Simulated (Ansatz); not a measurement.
NbC₂:
Space group I4/mmm (No. 139); a = 3.203 Å, b = 3.203 Å, c = 5.874 Å, α = 90.00°, β = 90.00°, γ = 90.00°

```csv
atom,site,symmetry,x,y,z
Nb,2a,4/mmm,0.0000,0.0000,0.0000
C,4e,4mm,0.0000,0.0000,0.3849
```
(The calculation used a cell of 3 atoms; values per cell refer to that cell.)

Relaxed with r²SCAN.

Problem. Tabulate the valence density and the electron localisation function along the shortest Nb–C contact (2.26 Å), DFT-r²SCAN in the program Ansatz with PAW potentials.

Solution. 

| distance from Nb (Å) | density (e/Å³) | ELF |
|---|---|---|
| 0.23 | 4.86 | 0.32 |
| 0.34 | 5.11 | 0.56 |
| 0.45 | 4.69 | 0.71 |
| 0.57 | 3.71 | 0.74 |
| 0.68 | 2.54 | 0.68 |
| 0.79 | 1.55 | 0.52 |
| 0.90 | 0.92 | 0.30 |
| 1.02 | 0.61 | 0.18 |
| 1.13 | 0.51 | 0.21 |
| 1.24 | 0.54 | 0.43 |
| 1.36 | 0.65 | 0.72 |
| 1.47 | 0.84 | 0.87 |
| 1.58 | 1.12 | 0.90 |
| 1.70 | 1.45 | 0.89 |
| 1.81 | 1.77 | 0.83 |
| 1.92 | 1.97 | 0.64 |
| 2.03 | 1.94 | 0.30 |

The density is the valence pseudo-density with augmentation charge, so density and ELF within about 1 Å of a nucleus are not all-electron values.

The start of the workflow was typed in or built on a structure type; neither database checked (COD, Materials Project) lists it. Its standing as an ambient phase is unchecked. Symmetry was held in the r²SCAN relaxation; whether a distortion lowers the energy is not shown. No spin polarisation was allowed. The volume moved by -28 % from the start of the relaxation. Its formation energy is positive at this level, so the cell may be metastable or incomplete.

Potentials: the later of the program's two PAW sets.
